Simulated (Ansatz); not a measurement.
NaI (rock salt) is sheared across one {100} plane: the third cell vector gains the shift, so faults repeat every 9.6 Å. The cut lies between planes 3.20 Å apart; the cell height is held.

```yaml
crystal:
  lattice:
    - [4.52735, 0.00000, 0.00000]
    - [0.00000, 4.52735, 0.00000]
    - [2.26367, 2.26367, 9.60396]
  atoms:
    - { symbol: I, position: [0.00000, 0.00000, 0.83333] }
    - { symbol: I, position: [0.33333, 0.33333, 0.16667] }
    - { symbol: I, position: [0.66667, 0.66667, 0.50000] }
    - { symbol: Na, position: [0.50000, 0.50000, 0.83333] }
    - { symbol: Na, position: [0.83333, 0.83333, 0.16667] }
    - { symbol: Na, position: [0.16667, 0.16667, 0.50000] }
```

In-plane vectors a = (4.527, 0.000) Å, b = (0.000, 4.527) Å, area 20.50 Å². The shift is s times the vector a (length 4.527 Å), so s = 1 restores the start. The shift is rigid: no atom relaxes. γ = [E(shift) − E(0)] / area.

Computed with PBEsol (plane waves to 420 eV, PAW, scalar-relativistic; Ansatz, a program for electronic structure). k mesh 6×6×6 (Γ-centred), Fermi-Dirac smearing 0.05 eV. E is the zero-smearing estimate. Faults lie only 9.6 Å apart, and holding the cell height and the atoms raises γ above its relaxed value. NaI was relaxed with its symmetry unable to fall. Spin-orbit coupling is left out, though I is heavy. The zero of γ is zero shift.

The scan covers s from 0.000 to 0.917 in 12 points.

### Question
At which s is γ highest?

### Answer
s = 0.500.

### Question
Does γ have a local minimum between the ends of the line, and at which s?

### Answer
No computed point is one.

### Question
What is the highest γ among twelve even steps of s?

### Answer
258 mJ/m².

(The slope of γ gives the shear force per area between the displaced halves; near zero shift its curvature is an elastic stiffness.)
